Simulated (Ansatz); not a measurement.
Level of theory: DFT PBE, scalar-relativistic, plane waves, PAW (Ansatz 0.2.0). Cutoff 420 eV, Γ-centred 10×10×6 mesh (6-atom cell), Gaussian smearing of 0.10 eV, no spin polarisation.

The zero of energy is the elements' standard structures at the same level; no fitted shifts are applied.

Problem. Give a relaxed trial structure of a tetragonal metal with formula Zr₂B, with a formation energy near −0.13 eV/atom and a density near 6.39 g/cm³, in a cell of 6 atoms. Its symmetry should be P4/nmm (No. 129).

Solution. Zr₂B, space group P4/nmm (No. 129). Zr on a site of symmetry 4mm has 1 B at 2.53 Å, 4 B at 2.75 Å, 8 Zr at 3.21–3.25 Å and 4 Zr at 3.77 Å; Zr on a site of symmetry -4m2 is surrounded by 4 Zr at 2.67 Å, 4 B at 2.70 Å, 4 Zr at 3.21 Å and 4 Zr at 3.77 Å; B has 1 Zr at 2.53 Å and 8 Zr at 2.70–2.75 Å.

```xyz
6
Lattice="3.7707 0.0000 0.0000 0.0000 3.7707 0.0000 0.0000 0.0000 7.0591" Properties=species:S:1:pos:R:3 pbc="T T T"
Zr    1.8854    0.0000    2.6025
Zr    0.0000    1.8854    4.4566
Zr    1.8854    1.8854    0.0000
Zr    0.0000    0.0000    0.0000
B     0.0000    1.8854    1.9304
B     1.8854    0.0000    5.1287
```

| Property | Result |
| --- | --- |
| Volume per atom | 16.73 Å³ |
| Density | 6.39 g/cm³ |
| Formation energy | −0.13 eV/atom |
| Gap on the 10×10×6 mesh of the 6-atom cell | 0 eV (a metal) |

It was reached by relaxing an invented guess, and it needn't be the stable form of this composition. The answer needn't be unique; the calculation gave this one.

A structure relaxed within its symmetry needn't be a true minimum. Another cell of Zr2B relaxed alike, in Fm-3m, lies 80 meV/atom lower, so this cell isn't the stable form at this level.
